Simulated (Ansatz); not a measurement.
MgS (rock salt)

```
MgS
1.0
    0.00000     5.22970     5.22970
    2.61485     0.00000     2.61485
    2.61485     2.61485     0.00000
S Mg
2 2
Direct
  0.00000   0.00000   0.00000
  0.50000   0.00000   0.00000
  0.25000   0.50000   0.50000
  0.75000   0.50000   0.50000
```

In this cell atom 2 (S, nearest neighbour Mg at 2.615 Å; its periodic images, 3.7 Å or more away, move with it) is moved by u·(1.000, 0.000, 0.000) + v·(0.000, 0.000, 1.000); the rest is frozen.

Level of theory: PBE (plane waves to 420 eV, PAW, scalar-relativistic; Ansatz, a program for electronic structure). k mesh 9×9×9 (Γ-centred), Fermi-Dirac smearing 0.05 eV. The energy includes the smearing's −TS. MgS was relaxed with its symmetry unable to fall.

Changes of ΔE (meV/cell) from the point u = 0.000 Å, v = 0.000 Å when one coordinate moves alone (two changes are said to add if the coupling is within 5 % of the smaller one, nearly so within 20 %):

```
point                      change
-------------------------  ------
u = 0.000 Å, v = -0.650 Å  1663.5
u = 0.000 Å, v = -0.433 Å   529.5
u = 0.000 Å, v = -0.217 Å   104.1
u = -0.650 Å, v = 0.000 Å  1663.5
u = -0.433 Å, v = 0.000 Å   529.5
u = -0.217 Å, v = 0.000 Å   104.1
u = 0.217 Å, v = 0.000 Å    104.1
u = 0.433 Å, v = 0.000 Å    529.5
u = 0.650 Å, v = 0.000 Å   1663.5
u = 0.000 Å, v = 0.217 Å    104.1
u = 0.000 Å, v = 0.433 Å    529.5
u = 0.000 Å, v = 0.650 Å   1663.5
```

**Question.** Do the two effects add at u = -0.217 Å, v = -0.217 Å? Give the computed change.

**Answer.** The sum of the single changes is 104.1 + (104.1) = 208.2; the calculation gives 149.1, so the coupling contributes -59.1 (over 20 % of the smaller single change, not additive).

**Question.** What is the change at u = 0.217 Å, v = 0.650 Å, where both move, and how far is it from the sum?

**Answer.** The sum of the single changes is 104.1 + (1663.5) = 1767.6; the calculation gives 1511.2, so the coupling contributes -256.4 (over 20 % of the smaller single change, not additive).

**Question.** Do the two effects add at u = -0.433 Å, v = -0.217 Å? Give the computed change.

**Answer.** The sum of the single changes is 529.5 + (104.1) = 633.6; the calculation gives 495.4, so the coupling contributes -138.2 (over 20 % of the smaller single change, not additive).

(For displaced atoms, the force is minus the slope of the energy, and its curvature is a force constant, which sets phonon frequencies.)
